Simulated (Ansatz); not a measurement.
ReC:
```cif
data_CRe
_chemical_formula_sum 'Re1 C1'
_space_group_name_H-M_alt 'P-6m2'
_space_group_IT_number 187
_space_group_name_Hall 'P -6 2'
_cell_length_a 2.84197
_cell_length_b 2.84197
_cell_length_c 2.78086
_cell_angle_alpha 90.000
_cell_angle_beta 90.000
_cell_angle_gamma 120.000
loop_
_atom_site_label
_atom_site_type_symbol
_atom_site_symmetry_multiplicity
_atom_site_Wyckoff_symbol
_atom_site_fract_x
_atom_site_fract_y
_atom_site_fract_z
_atom_site_occupancy
Re1 Re 1 a 0.00000 0.00000 0.00000 1
C1 C 1 d 0.33333 0.66667 0.50000 1
```

Relaxed at zero pressure with LDA in the plane-wave PAW code Ansatz.

**Question.** The volume is lowered by 3 % and shape and atoms relax at that volume. What pressure results, and how do the axes share the change?

**Answer.** 14.8 GPa; a -1.1 %, b -1.1 %, c -0.8 %; the energy rises by 13 meV/atom.

**Question.** Give the new structure.

**Answer.** 
Space group P-6m2 (No. 187); a = b = 2.810 Å, c = 2.758 Å, α = β = 90.00°, γ = 120.00°

| atom | site | symmetry | x | y | z |
|---|---|---|---|---|---|
| Re | 1a | -6m2 | 0.0000 | 0.0000 | 0.0000 |
| C | 1d | -6m2 | 0.3333 | 0.6667 | 0.5000 |

The phase is kept; no other phase was compared at this pressure.

The workflow started from a Materials Project entry (that database holds measured and hypothetical structures alike); the Crystallography Open Database copy checked does not list it. Whether it is the stable phase at ambient conditions was not checked. Symmetry was held in the LDA relaxation; of distortions, only those at the zone centre were tested. The run is not spin-polarised. Spin–orbit coupling is left out wherever it is not named.

Potentials: the later of the program's two PAW sets.
